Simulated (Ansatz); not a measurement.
## Ti$_{3}$RuO$_{8}$ (Cmmm) at 2 levels of theory

One geometry, relaxed with PBE; plane waves with PAW potentials in Ansatz, scalar-relativistic. Collinear spin; the first row ends at -2.0 μB a primitive cell. Gaps are the least over mesh and band path; pressure is positive in compression.

```
Ti Ru O
1.0
     3.27280   -3.31146    0.00000
     3.27280    3.31146    0.00000
     0.00000    0.00000    5.93950
Ti Ru O
3 1 8
Direct
  0.50000 0.50000 0.74779
  0.50000 0.50000 0.25221
  0.00000 0.00000 0.50000
  0.00000 0.00000 0.00000
  0.30352 0.30352 0.00000
  0.30530 0.30530 0.50000
  0.19842 0.80158 0.74601
  0.19842 0.80158 0.25399
  0.80158 0.19842 0.74601
  0.80158 0.19842 0.25399
  0.69648 0.69648 0.00000
  0.69469 0.69469 0.50000
```

| level | cutoff (eV) | k mesh | gap (eV) | pressure (GPa) | largest moment (μB) |
| --- | --- | --- | --- | --- | --- |
| PBE | 420 | 8×8×6 | 0 | 0.0 | 1.05 |

Q: What comes out on the same cell with PBEsol?

A:
```tsv
level	cutoff (eV)	k mesh	gap (eV)	pressure (GPa)	largest moment (μB)
PBEsol	420	8×8×6	0	-7.3	1.03
```

The structure comes from a generated guess; another structure or a mixture of phases may lie lower.
